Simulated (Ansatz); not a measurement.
Y2Pt:
```xyz
12
Lattice="7.1460 0.0000 0.0000 0.0000 4.7973 0.0000 0.0000 0.0000 8.8115" Properties=species:S:1:pos:R:3 pbc="T T T"
Y      2.5535     3.5980     8.0835
Y      4.5925     1.1993     0.7280
Y      1.0195     1.1993     3.6778
Y      6.1265     3.5980     5.1337
Y      3.5149     3.5980     2.9438
Y      3.6311     1.1993     5.8677
Y      0.0581     1.1993     7.3496
Y      7.0879     3.5980     1.4619
Pt     5.4237     3.5980     8.0047
Pt     1.7223     1.1993     0.8068
Pt     5.2953     1.1993     3.5990
Pt     1.8507     3.5980     5.2125
```

This is the r²SCAN-relaxed structure.

Problem. All from plane-wave PAW r²SCAN (Ansatz code), unless another level is named. Estimate the density of states at the Fermi level.

Solution. 0.92 states/eV per atom (mean over ±0.08 eV).

Problem. And the formation energy from the elements (no fitted shifts)?

Solution. -1.03 eV/atom.

Space group Pnma. The workflow started from a Materials Project entry (that database holds measured and hypothetical structures alike); the Crystallography Open Database copy checked does not list it. Its standing as an ambient phase is unchecked. The cell was relaxed with r²SCAN under the symmetry of its start; whether a distortion lowers the energy is not shown. No spin polarisation was allowed. The references are the lowest solids computed at this level, not always the standard phases. Scalar-relativistic: spin–orbit coupling is off unless named, which matters more the heavier the elements.

Potentials: the later of the program's two PAW sets.
